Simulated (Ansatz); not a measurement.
Computed properties of AlGaN2

AlGaN₂:
```yaml
crystal:
  lattice:
    - [3.14342, 0.00000, 0.00000]
    - [-1.57171, 2.72228, 0.00000]
    - [0.00000, 0.00000, 5.09288]
  atoms:
    - { symbol: Al, position: [0.00000, 0.00000, 0.99930] }
    - { symbol: Ga, position: [0.66667, 0.33333, 0.49730] }
    - { symbol: N, position: [0.66667, 0.33333, 0.11220] }
    - { symbol: N, position: [0.00000, 0.00000, 0.62759] }
```

Space group P3m1 (No. 156); conventional cell a = 3.1434 Å, b = 3.1434 Å, c = 5.0929 Å, α = 90.00°, β = 90.00°, γ = 120.00°.

Method: DFT-r²SCAN in the program Ansatz with PAW potentials. The cell and atoms are relaxed at this level. Other levels are named where they apply.

Cell and energy:

| Item | Result |
|---|---|
| Volume per atom | 10.90 Å³ |
| Density | 4.75 g/cm³ |
| Formation energy from the elements (no fitted shifts) | -1.13 eV/atom |

Electronic structure:

| Quantity | Result |
|---|---|
| Band gap | 3.39 eV (direct) |
| Valence-band maximum | at Γ |
| Conduction-band minimum | at Γ |
| Electron effective mass | 0.24 mₑ (isotropic) |
| Electron effective mass with spin–orbit coupling | 0.24 mₑ (isotropic) |
| Hole effective mass, band 1 of 2 at the edge | 2.1 along x, 3.4 along z (mₑ) |
| Hole effective mass, band 2 of 2 at the edge | 0.26 along x, 3.4 along z (mₑ) |
| Hole effective mass with spin–orbit coupling | 0.52, 0.52, 3.5 mₑ (principal values) |
| HSE06 gap on the r²SCAN cell | 4.21 eV |
| Gap with spin–orbit coupling | 3.39 eV |

Mechanics:

| Property | Value |
|---|---|
| Bulk modulus (Birch–Murnaghan fit) | 204 GPa |
| Pressure derivative B′ | 4.1 |

Charges:

| Property | Value |
|---|---|
| Bader charges | Al +2.48, Ga +1.65, N -2.27 to -1.87 e |

The first step of the workflow began from a Materials Project structure, measured or hypothetical; the Crystallography Open Database copy checked does not list it. With Al and Ga taken as one species the cell has the higher symmetry P6_3mc, so it may be an ordered model of a mixed-site phase. Its standing as an ambient phase is unchecked. The r²SCAN relaxation kept the symmetry of its start; its stability against distortions is not shown here. The references are the lowest solids computed at this level, not always the standard phases (solids in place of the gases). Spin–orbit coupling is left out wherever it is not named.

Potentials: the later of the program's two PAW sets.
